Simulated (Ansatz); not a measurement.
One crystal and one scan (frozen-phonon scan) at two levels, PBE (plane waves to 420 eV, PAW, scalar-relativistic; Ansatz, an electronic-structure program) and r2SCAN (plane waves to 500 eV, PAW, scalar-relativistic; Ansatz), each from its own relaxed cell and on its own mesh. The cell shown is that of PBE.

Relaxed C (diamond):

```yaml
crystal:
  lattice:
    - [0.00000, 3.57157, 3.57157]
    - [1.78578, 0.00000, 1.78578]
    - [1.78578, 1.78578, 0.00000]
  atoms:
    - { symbol: C, position: [0.25000, 0.50000, 0.50000] }
    - { symbol: C, position: [0.75000, 0.50000, 0.50000] }
    - { symbol: C, position: [0.37500, 0.75000, 0.75000] }
    - { symbol: C, position: [0.87500, 0.75000, 0.75000] }
```

The atoms are displaced by Q × the pattern below (from a DFPT mode at L = (0.5, 0.0, 0.0), largest move 1; Q in Å), at fixed cell. (q is in reciprocal vectors of the primitive cell; the cell shown is doubled to hold the pattern.)

```
atom       x       y       z
----  ------  ------  ------
C1    -0.577   0.577   0.577
C2     0.577  -0.577  -0.577
C3     0.577  -0.577  -0.577
C4    -0.577   0.577   0.577
```

C was relaxed with its symmetry unable to fall. Percentages come from the unrounded values. Both scans cover Q from -0.100 to 0.100 Å.

Results of PBE:

```
Quantity                                                                                                                                          Result
----------------------------------------------------------------------------------------  --------------------------------------------------------------
Lattice constant a (Å)                                                                                                                             3.572
Energy at Q = 0.100 Å (meV/cell)                                                                                                                    1345
Harmonic wavenumber from the curvature (finite differences) (cm⁻¹ (negative: imaginary))                                                            1246
Space group of the distorted cell                                                                                     R-3m (No. 166), lowered from Fd-3m
Symmetry of the curve                                                                                                      even: the same for both signs
Shape of the curve                                                                        a single well with its minimum at or next to zero displacement
```

### Question
Estimate the r2SCAN values.

### Answer
```json
[
 {"quantity": "Lattice constant a (Å)", "r2SCAN": "3.560", "PBE − r2SCAN": "+0.012 (+0.3 %)"},
 {"quantity": "Energy at Q = 0.100 Å (meV/cell)", "r2SCAN": "1429", "PBE − r2SCAN": "-84 (-5.9 %)"},
 {"quantity": "Harmonic wavenumber from the curvature (finite differences) (cm⁻¹ (negative: imaginary))", "r2SCAN": "1284", "PBE − r2SCAN": "-38 (-3.0 %)"}
]
```

PBE gives the higher value for: lattice constant a. PBE gives the lower value for: energy at Q = 0.100 Å; harmonic wavenumber from the curvature. Both give the same space group of the distorted cell: R-3m (No. 166), lowered from Fd-3m. Neither level is exact: the differences show how much the result hangs on the functional.

(A displaced cell: forces are minus the slopes of the energy, force constants its curvatures, and phonons follow from these.)
